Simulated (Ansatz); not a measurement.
Sn (diamond, Fd-3m) under volume change, r²SCAN (plane waves, PAW; program Ansatz), scaled uniformly.

| V (Å³/atom) | E − E(relaxed) (meV/atom) | P (GPa) |
|---|---|---|
| 32.231 | 46.1 | 5.07 |
| 33.294 | 19.2 | 3.08 |
| 34.356 | 4.5 | 1.41 |
| 35.419 | 0.0 | 0.00 |
| 36.481 | 4.0 | -1.18 |
| 37.544 | 15.2 | -2.16 |
| 38.606 | 32.3 | -2.98 |

### Question
What does a third-order Birch–Murnaghan fit give for V₀, B₀ and B′?

### Answer
V₀ = 35.42 Å³/atom, B₀ = 42.7 GPa, B′ = 4.9.

This is a known low-temperature phase of the composition, computed here at zero pressure and temperature. Symmetry was held in the r²SCAN relaxation; of distortions, only those at the zone centre were tested. Scalar-relativistic: spin–orbit coupling is off unless named, which matters more the heavier the elements.

Potentials: the earlier of the program's two PAW sets.
